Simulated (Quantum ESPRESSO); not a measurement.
PtRu3InHf2Ti, input and log of a self-consistent run

A calculation, not a measurement. The program is pw.x of Quantum ESPRESSO 7.5 (plane-wave density functional theory). The cell is made up: eight metal atoms on a face-centred cubic lattice, with elements, volume, strain and displacements drawn at random and not relaxed, so it may be unstable or far from any real phase. PseudoDojo standard norm-conserving files set the functional (PBE unless stated); there is no spin polarisation or spin-orbit coupling, the Fermi-Dirac width of 0.25 eV means electrons at about 2900 K, and the masses in the input are unused placeholders. Heavy elements are run without spin-orbit coupling, which real alloys of them have. A spin test at this wide smearing found no moment, but such smearing suppresses magnetism that the real alloy may have.

Input:

```
&control calculation='scf', pseudo_dir='./dojo.nc.sr.pbe.v0_5.standard.upf', outdir='./o', disk_io='minimal', tprnfor=.true., tstress=.true. /
&system ibrav=0, nat=8, ntyp=5, nbnd=75, ecutwfc=84.00895049, nosym=.true., tot_charge=0,
 occupations='smearing', smearing='fd', degauss=0.0183746611
/
&electrons conv_thr=1.470e-08, electron_maxstep=70, mixing_beta=0.5 /
ATOMIC_SPECIES
Hf 1.0 Hf.upf
In 1.0 In.upf
Pt 1.0 Pt.upf
Ru 1.0 Ru.upf
Ti 1.0 Ti.upf
CELL_PARAMETERS angstrom
-0.0084 4.0621 0.063
-4.1565 -0.0546 -4.0503
-4.1459 0.0714 4.0396
ATOMIC_POSITIONS angstrom
Pt 0.0586 0.0124 0.0558
Ru -2.0413 0.1414 1.9323
In -1.9791 -0.1772 -1.8896
Hf -4.2728 -0.1277 0.0464
Hf -2.1023 2.0621 0.0493
Ru -4.109 2.0621 2.0715
Ti -4.2392 1.944 -2.0487
Ru -6.2822 2.075 -0.0306
K_POINTS automatic
6 4 4 1 1 1
```

The log is shortened where brackets say so; the opening notice, blank lines, dates and the lines on written files are dropped, and the path of the files is cut. It prints rydbergs, bohrs and kilobars, and counts compression as positive stress. Its total energy is the free energy E - TS of the whole cell.

```
     Program PWSCF v.7.5
     Parallel version (MPI & OpenMP), running on       4 processor cores
     Number of MPI processes:                 4
     Threads/MPI process:                     1
     [start-up lines left out]
     bravais-lattice index     =            0
     lattice parameter (alat)  =       7.6772  a.u.
     unit-cell volume          =     920.3574 (a.u.)^3
     number of atoms/cell      =            8
     number of atomic types    =            5
     number of electrons       =       115.00
     number of Kohn-Sham states=           75
     kinetic-energy cutoff     =      84.0090  Ry
     charge density cutoff     =     336.0358  Ry
     scf convergence threshold =      1.5E-08
     mixing beta               =       0.5000
     number of iterations used =            8  plain     mixing
     Exchange-correlation= PBE
                           (   1   4   3   4   0   0   0)
     [axes and pseudopotential details left out]
   Cartesian axes
     site n.     atom                  positions (alat units)
         1        Pt     tau(   1) = (   0.0144243   0.0030522   0.0137351  )
         2        Ru     tau(   2) = (  -0.5024618   0.0348053   0.4756317  )
         3        In     tau(   3) = (  -0.4871514  -0.0436174  -0.4651212  )
         4        Hf     tau(   4) = (  -1.0517410  -0.0314331   0.0114213  )
         5        Hf     tau(   5) = (  -0.5174769   0.5075817   0.0121351  )
         6        Ru     tau(   6) = (  -1.0114220   0.5075817   0.5098955  )
         7        Ti     tau(   7) = (  -1.0434704   0.4785116  -0.5042833  )
         8        Ru     tau(   8) = (  -1.5463507   0.5107570  -0.0075321  )
     number of k points=    48  Fermi-Dirac smearing, width (Ry)=  0.0184
                       cart. coord. in units 2pi/alat
        k(    1) = (  -0.1221624   0.0831085  -0.0011343), wk =   0.0416667
        k(    2) = (  -0.2446609   0.0809051   0.1246058), wk =   0.0416667
     [further k points left out]
     Dense  grid:    95755 G-vectors     FFT dimensions: (  45,  64,  64)
     Estimated max dynamical RAM per process >     349.84 MB
     Estimated total dynamical RAM >       1.30 GB
     Initial potential from superposition of free atoms
     starting charge     114.9883, renormalised to     115.0000
     Starting wfcs are   79 randomized atomic wfcs
     total cpu time spent up to now is        4.9 secs
     per-process dynamical memory:   261.4 Mb
     Self-consistent Calculation
     iteration #  1     ecut=    84.01 Ry     beta= 0.50
     Davidson diagonalization with overlap
     ethr =  1.00E-02,  avg # of iterations =  3.3
     total cpu time spent up to now is       15.6 secs
     total energy              =   -1343.04957572 Ry
     estimated scf accuracy    <       3.42751884 Ry
     iteration #  2     ecut=    84.01 Ry     beta= 0.50
     Davidson diagonalization with overlap
     ethr =  2.98E-03,  avg # of iterations =  3.5
     total cpu time spent up to now is       27.4 secs
     total energy              =   -1343.45294051 Ry
     estimated scf accuracy    <      25.46767559 Ry
     iteration #  3     ecut=    84.01 Ry     beta= 0.50
     Davidson diagonalization with overlap
     ethr =  2.98E-03,  avg # of iterations =  2.1
     total cpu time spent up to now is       38.0 secs
     total energy              =   -1344.98925890 Ry
     estimated scf accuracy    <       1.67015355 Ry
     iteration #  4     ecut=    84.01 Ry     beta= 0.50
     Davidson diagonalization with overlap
     ethr =  1.45E-03,  avg # of iterations =  2.4
     total cpu time spent up to now is       47.5 secs
     total energy              =   -1345.02155029 Ry
     estimated scf accuracy    <       0.52578527 Ry
     iteration #  5     ecut=    84.01 Ry     beta= 0.50
     Davidson diagonalization with overlap
     ethr =  4.57E-04,  avg # of iterations =  5.5
     total cpu time spent up to now is       58.9 secs
     total energy              =   -1345.02442979 Ry
     estimated scf accuracy    <       0.46079824 Ry
     [iterations 6 to 14 left out]
     iteration # 15     ecut=    84.01 Ry     beta= 0.50
     Davidson diagonalization with overlap
     ethr =  8.56E-11,  avg # of iterations =  2.7
     total cpu time spent up to now is      158.2 secs
     total energy              =   -1345.07013715 Ry
     estimated scf accuracy    <       0.00000035 Ry
     iteration # 16     ecut=    84.01 Ry     beta= 0.50
     Davidson diagonalization with overlap
     ethr =  8.56E-11,  avg # of iterations =  2.0
     total cpu time spent up to now is      168.4 secs
     total energy              =   -1345.07013718 Ry
     estimated scf accuracy    <       0.00000023 Ry
     iteration # 17     ecut=    84.01 Ry     beta= 0.50
     Davidson diagonalization with overlap
     ethr =  8.56E-11,  avg # of iterations =  2.0
     total cpu time spent up to now is      178.2 secs
     total energy              =   -1345.07013719 Ry
     estimated scf accuracy    <       0.00000008 Ry
     iteration # 18     ecut=    84.01 Ry     beta= 0.50
     Davidson diagonalization with overlap
     ethr =  6.69E-11,  avg # of iterations =  1.0
     total cpu time spent up to now is      187.0 secs
     total energy              =   -1345.07013719 Ry
     estimated scf accuracy    <       0.00000005 Ry
     iteration # 19     ecut=    84.01 Ry     beta= 0.50
     Davidson diagonalization with overlap
     ethr =  4.68E-11,  avg # of iterations =  1.0
     total cpu time spent up to now is      195.9 secs
     End of self-consistent calculation
     [lines on levels left out]
!    total energy              =   -1345.07013720 Ry
     estimated scf accuracy    <          1.7E-09 Ry
     smearing contrib. (-TS)   =      -0.12256911 Ry
     internal energy E=F+TS    =   -1344.94756809 Ry
     The total energy is F=E-TS. E is the sum of the following terms:
     one-electron contribution =    -326.81176673 Ry
     hartree contribution      =     231.66118263 Ry
     xc contribution           =    -264.73389047 Ry
     ewald contribution        =    -985.06309352 Ry
     convergence has been achieved in  19 iterations
     Forces acting on atoms (cartesian axes, Ry/au):
     atom    1 type  3   force =     0.01764107   -0.00855108   -0.00568613
     atom    2 type  4   force =    -0.03581904   -0.01574898    0.05445432
     atom    3 type  2   force =    -0.03160661    0.08052838   -0.08201229
     atom    4 type  1   force =    -0.03867701    0.03874328    0.00778061
     atom    5 type  1   force =     0.04990454   -0.07113767    0.08017367
     atom    6 type  4   force =     0.03395365   -0.00516699    0.00013207
     atom    7 type  5   force =    -0.00067110   -0.00301540   -0.02894192
     atom    8 type  4   force =     0.00527451   -0.01565155   -0.02590033
     Total force =     0.197812     Total SCF correction =     0.000196
     Computing stress (Cartesian axis) and pressure
          total   stress  (Ry/bohr**3)                   (kbar)     P=       18.15
   0.00006929  -0.00006891   0.00006636           10.19      -10.14        9.76
  -0.00006891  -0.00003011  -0.00033009          -10.14       -4.43      -48.56
   0.00006636  -0.00033009   0.00033102            9.76      -48.56       48.69
     init_run     :      4.23s CPU      4.40s WALL (       1 calls)
     electrons    :    186.03s CPU    190.97s WALL (       1 calls)
     forces       :      1.84s CPU      1.86s WALL (       1 calls)
     stress       :      6.21s CPU      6.35s WALL (       1 calls)
     [timing details left out]
     PWSCF        :   3m18.85s CPU   3m24.13s WALL
     JOB DONE.
```

In other units: free energy -18300.612 eV for the cell, pressure 1.82 GPa, largest force component 2.109 eV/Å in size. The run took 206 s of wall time with four MPI processes on a shared machine (Intel Xeon, 2023 or later, virtual cores), so the time is rough. A rerun of this cell at a higher cutoff and on a denser mesh moved values by no more than 0.004 eV in energy, 0.02 GPa in stress and 0.008 eV/Å in force, and a second program with other atomic files agreed on that cell to 2 % rms in force and 0.5 GPa in pressure.